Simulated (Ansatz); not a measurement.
SnO2 with fluorine replacing O: what each run costs

SnO2 with fluorine replacing O, cell charge +1. Cell: 24 atoms, space group Fmm2, a = 7.420 Å, b = 7.420 Å, c = 7.420 Å, α = 100.63°, β = 100.63°, γ = 129.13°.

All runs are DFT with Ansatz 0.2.0 on 1 thread of Arm Neoverse V1 (aarch64; 8 cores open to the job, memory cap 3.0 GiB, no GPU), a shared host.

Task: Rank the runs by wall time, shortest first.
A. single point at relaxed positions, r2SCAN, 500 eV, 4×4×4 k-points, smearing 0.01 eV
B. single point, PBE, 420 eV, 4×4×4 k-points, smearing 0.01 eV
C. relaxation of the ions, PBE, 420 eV, 4×4×4 k-points, smearing 0.01 eV

Result: B (2.1 min, 0.8 GiB), A (4 min, 1.6 GiB), C (6.8 min, 0.93 GiB).
